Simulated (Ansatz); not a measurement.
Pt (fcc, Cu type)

```
Pt
1.0
    3.97027     0.00000     0.00000
    0.00000     3.97027     0.00000
    0.00000     0.00000     3.97027
Pt
4
Direct
  0.00000   0.00000   0.00000
  0.50000   0.50000   0.00000
  0.50000   0.00000   0.50000
  0.00000   0.50000   0.50000
```

In each cell atom 3 (Pt, nearest neighbour Pt at 2.807 Å; its periodic images, 4.0 Å or more away, move with it) moves by s·(0.000, 0.000, 1.000) (along Cartesian z), the rest being held.

The numbers are results of PBE (plane waves to 420 eV, PAW, scalar-relativistic; Ansatz, a quantum-chemistry and plane-wave program), not measurements. k mesh 10×10×10 (Γ-centred), Fermi-Dirac smearing 0.05 eV. Energies are smeared free energies. With partly filled bands, energies and forces of such displacements shift with the k mesh and the smearing. Pt is run without spin polarisation. Pt was relaxed with its symmetry unable to fall. Spin-orbit coupling is left out, though Pt is heavy. The zero of ΔE is the undisplaced structure. The last digit holds for this mesh only.

```
s (Å)   ΔE (meV/cell)
------  -------------
-0.280          446.7
-0.224          284.1
-0.168       withheld
-0.112           70.6
-0.056           17.6
0.000             0.0
0.056            17.6
0.112            70.6
0.168        withheld
0.224           284.1
0.280           446.7
```

### Question
Fit an even polynomial form (powers 2, 4) to the given rows and predict ΔE at s = 0.168.

### Answer
Least squares on the 9 given rows: ΔE = (5603)·s² + (1198)·s⁴, in meV/cell with s in Å; root-mean-square residual 0.07 meV/cell. At 0.168 the fit gives 159.1 meV/cell; the calculation gives 159.1 meV/cell, the same to the digits shown. The quadratic term alone would give 158.1 meV/cell.

(A displaced cell: forces are minus the slopes of the energy, force constants its curvatures, and phonons follow from these.)
